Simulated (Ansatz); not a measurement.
As (space group R-3m)

```
CELL_PARAMETERS angstrom
      3.76004     2.17086     6.65675
      0.00000     2.17086     6.65675
      0.00000    -2.17086     3.32837
ATOMIC_POSITIONS crystal
  As 0.00000 0.23051 0.23051
  As 0.50000 0.23051 0.23051
  As 0.00000 0.76949 0.76949
  As 0.50000 0.76949 0.76949
```

The atoms are displaced by Q × the pattern below (from a DFPT mode at F = (0.5, 0.5, 0.0), largest move 1; Q in Å), at fixed cell. (q is in reciprocal vectors of the primitive cell; the cell shown is doubled to hold the pattern.)

```
atom       x      y      z
----  ------  -----  -----
As1    1.000  0.000  0.000
As2   -1.000  0.000  0.000
As3    1.000  0.000  0.000
As4   -1.000  0.000  0.000
```

The numbers are results of LDA (plane waves to 420 eV, PAW, scalar-relativistic; Ansatz, a quantum-chemistry and plane-wave program), not measurements. k mesh 11×11×11 (Γ-centred), Fermi-Dirac smearing 0.05 eV. E stands for the smeared free energy. Compression counts positive. With partly filled bands, energies and forces of such displacements shift with the k mesh and the smearing. As was relaxed with its symmetry unable to fall. ΔE is measured from the undisplaced structure.

Give the computed ΔE (meV/cell) and P (GPa) at Q (Å) = -0.067, -0.050, 0.017, 0.033, 0.083.


| Q (Å) | ΔE (meV/cell) | P (GPa) |
|---|---|---|
| -0.067 | 67 | 0.7 |
| -0.050 | 38 | 0.4 |
| 0.017 | 4 | 0.1 |
| 0.033 | 17 | 0.2 |
| 0.083 | 105 | 1.1 |

(A displaced cell: forces are minus the slopes of the energy, force constants its curvatures, and phonons follow from these.)
